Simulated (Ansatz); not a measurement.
# Ga (simple cubic): energy against volume

The calculation used DFT, BLYP, plane waves (420 eV) with PAW, scalar-relativistic (Ansatz). (PAW data from PBE, frozen cores regenerated.)

The cell is scaled uniformly from the relaxed one, with fractional coordinates and shape fixed. Energies are extrapolated to zero smearing, pressures are those at the given smearing. Magnetic state: spin not included.

A Birch-Murnaghan fit gives V₀ = 22.77 Å³/atom, B₀ = 29 GPa, B₀′ = 3.5.

Q: What are the energy above the minimum and the pressure at 19.965 Å³/atom?

A: 37.7 meV/atom and 5.02 GPa as computed.

Q: What are the energy above the minimum and the pressure at 20.872 Å³/atom?

A: 16.1 meV/atom and 2.93 GPa as computed.

Q: What are the energy above the minimum and the pressure at 21.780 Å³/atom?

A: 4.2 meV/atom and 1.39 GPa as computed.
